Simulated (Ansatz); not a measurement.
CaO (rock salt, Fm-3m), LDA in the plane-wave PAW code Ansatz, all energies at zero smearing, with the estimated change up to a 700 eV cutoff added, with one set of potentials and settings (totals compare only within such a set). Cell of 2 atoms (1 Ca, 1 O): -2331.653 eV.

| element | reference phase | E (eV/atom) |
|---|---|---|
| Ca | Fm-3m, 1 atoms in the cell | -1772.6051 |
| O | C2/m, 4 atoms in the cell, spin-polarised | -552.6597 |

Formation energy per atom, worked out: (-2331.653 − 1×(-1772.6051) − 1×(-552.6597))/2 = -3.194 eV/atom (-308 kJ per mol of atoms), at 0 K, without zero-point energy or fitted corrections.

The LDA relaxation kept the symmetry of its start; phonons on a q-mesh show no instability. The references are the lowest solids computed at this level, not always the standard phases (solids in place of the gases).

Potentials: the earlier of the program's two PAW sets.
